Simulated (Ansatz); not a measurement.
Zone-centre modes in Ti2AlC

Computed with DFT r2SCAN, scalar-relativistic, plane waves, PAW (Ansatz). Settings: plane waves to 500 eV, k-mesh 12×12×4 (Γ-centred), Gaussian smearing 0.15 eV. No spin polarisation.

The undisturbed cell (relaxed at this level; it needn't be the usual structure):

```xyz
8
Lattice="3.0547 0.0000 0.0000 -1.5274 2.6455 0.0000 0.0000 0.0000 13.7182" Properties=species:S:1:pos:R:3 pbc="T T T"
Ti    0.0000    1.7637    1.1449
Ti    1.5274    0.8818    8.0040
Ti    1.5274    0.8818   12.5734
Ti    0.0000    1.7637    5.7142
Al    0.0000    1.7637   10.2887
Al    1.5274    0.8818    3.4296
C     0.0000    0.0000    0.0000
C     0.0000    0.0000    6.8591
```

Harmonic modes by finite displacements of 0.02 Å, without the LO–TO term.

(1) At this geometry, is the structure stable against these modes?

(2) List the wavenumbers in cm⁻¹.

Answers

(1) Yes: no mode is imaginary beyond 10 cm⁻¹, and only the three translations lie near zero.

(2) 0, 0, 0, 99, 99, 152, 152, 152, 181, 181, 258, 271, 271, 271, 271, 321, 367, 402, 598, 603, 650, 650, 651, 651.

Cost: 1 run of about 13 core-minutes, on AMD EPYC 7R43 (Zen 3) (shared hosts).